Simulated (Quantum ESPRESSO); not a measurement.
Simulation results for Ca2MgZnO4 (made-up cell)

Calculation on a made-up crystal cell, not a measurement: periodic Kohn-Sham density functional theory in plane waves with PseudoDojo standard norm-conserving scalar-relativistic pseudopotentials, each functional with its own files (v0.5 for PBE, v0.4.1 for LDA and PBEsol), no spin polarisation, no spin-orbit coupling, atoms not relaxed, stress positive in tension, energies less a fixed whole-eV offset for each atom's element; levels are Kohn-Sham levels at fractions of this cell's reciprocal vectors, counted from the reference band (half the neutral cell's valence electrons, rounded up) at Gamma; error bars cover cutoff and k-mesh only, not smearing or the files; added strain carries the atoms with the cell, and shear is the tensor component; each bar is the largest change over components, and at least 0.002 eV, 0.002 eV per angstrom or 0.02 GPa; energies are for the whole cell, and the offsets were chosen from early runs and are not element reference energies. Program: Quantum ESPRESSO 7.5.

```cif
# cell vector a (Å): 4.6533 0.0000 0.0000
# cell vector b (Å): 0.0000 4.6533 0.0000
# cell vector c (Å): 0.0000 0.0000 4.6533
data_Ca2MgZnO4
_symmetry_space_group_name_H-M 'P 1'
_symmetry_Int_Tables_number 1
_cell_length_a 4.6533
_cell_length_b 4.6533
_cell_length_c 4.6533
_cell_angle_alpha 90.000
_cell_angle_beta 90.000
_cell_angle_gamma 90.000
_cell_volume 100.76
loop_
_atom_site_label
_atom_site_type_symbol
_atom_site_fract_x
_atom_site_fract_y
_atom_site_fract_z
_atom_site_occupancy
Ca1 Ca 0.00509 0.97043 0.00518 1
Mg1 Mg 0.99815 0.49094 0.50465 1
Ca2 Ca 0.50205 0.01178 0.49911 1
Zn1 Zn 0.49197 0.50203 0.99628 1
O1 O 0.50446 0.99611 0.99362 1
O2 O 0.49234 0.50201 0.50283 1
O3 O 0.00193 0.00290 0.49545 1
O4 O 0.00468 0.49980 0.99082 1
_calc_lattice_type 'rocksalt'
_calc_functional 'pbe'
_calc_cutoff 1143  # eV
_calc_fermi_dirac_smearing 0.025  # eV
_calc_scf_tolerance 1e-07  # eV
_calc_electrons_removed 0
_calc_k_mesh '4 x 4 x 4, shifted by half a step'
_calc_free_energy_less_offsets 0.5648  # eV
_calc_smearing_term_minus_ts 0  # eV
_calc_scf_iterations 12
_calc_pressure -3.658  # GPa
_calc_stress_xx 3.855  # GPa
_calc_stress_yy 3.257  # GPa
_calc_stress_zz 3.861  # GPa
_calc_stress_yz -0.141  # GPa
_calc_stress_xz 0.03678  # GPa
_calc_stress_xy 0.03712  # GPa
_calc_error_bar_energy 0.002  # eV
_calc_error_bar_stress 0.0335  # GPa
_calc_error_bar_force 0.002  # eV/angstrom
_calc_error_bars_from 'tighter rerun of a related cell'
```

Atoms:
```tsv
atoms element	atom site	atom energy offset (eV)
Ca	1	-1055
Mg	2	-1617
Ca	3	-1055
Zn	4	-5687
O	5	-452
O	6	-452
O	7	-452
O	8	-452
```

Forces:
```tsv
site	x (eV/Å)	y (eV/Å)	z (eV/Å)
1	-0.1297	1.163	-0.3222
2	0.106	-0.06137	0.05487
3	-0.009671	-0.3986	-0.0496
4	-0.02018	-0.06041	-0.07457
5	-0.03502	-0.05979	0.2308
6	0.1229	0.1475	-0.07238
7	-0.07137	0.02211	0.1831
8	0.03694	-0.7525	0.05007
```
